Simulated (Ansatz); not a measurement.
# A run on Al3Pd that went wrong

Intended: Al3Pd, PBE, plane waves and PAW in Ansatz. The input:

```yaml
crystal:
  lattice:
    - [3.94691, 0.0, 0.0]
    - [0.0, 3.94691, 0.0]
    - [0.0, 0.0, 3.94691]
  atoms:
    - { symbol: Al, position: [0.0, 0.5, 0.5] }
    - { symbol: Al, position: [0.5, 0.0, 0.5] }
    - { symbol: Al, position: [0.5, 0.5, 0.0] }
    - { symbol: Pd, position: [0.0, 0.0, 0.0] }
basis:
  ecutwfc: 420
kpoints:
  mp_grid: { grid: [10, 10, 10] }
hamiltonian:
  xc: pbe96
scf:
  occupations: { method: gaussian, width: 0.1 }
output:
  forces: true
  stress: true
  eigenvalues: true
```

From the log:

```text
Error: YAML parse error: error: line 16 column 7: hamiltonian.xc: unknown variant `pbe96`, expected one of `lda`, `lda-pw`, `pw92`, `pbe`, `pbesol`, `rpbe`, `revpbe`, `blyp`, `pbe0`, `revpbe0`, `b3lyp`, `b3lyp5`, `hse06`, `wpbeh`, `hiss`, `lc_wpbe`, `cam_b3lyp`, `hf`, `r2scan`, `r2scanh`, `r2scan0`, `r2scan50`
  --> <input>:16:7
   |
14 |   mp_grid: { grid: [10, 10, 10] }
15 | hamiltonian:
16 |   xc: pbe96
   |       ^ hamiltonian.xc: unknown variant `pbe96`, expected one of `lda`, `lda-pw`, `pw92`, `pbe`, `pbesol`, `rpbe`, `revpbe`, `blyp`, `pbe0`, `revpbe0`, `b3lyp`, `b3lyp5`, `hse06`, `wpbeh`, `hiss`, `lc_wpbe`, `cam_b3lyp`, `hf`, `r2scan`, `r2scanh`, `r2scan0`, `r2scan50`
17 | scf:
18 |   occupations: { method: gaussian, width: 0.1 }
   |
```

Task: What is wrong, and how is it cured?

Result: The fault is a functional's name that the program doesn't know. The name isn't in the program's list. The cure is a listed name.

The change to the input:

```diff
 hamiltonian:
-  xc: pbe96
+  xc: pbe
```

The mended run converges, with a pressure of 1.21 GPa, no gap.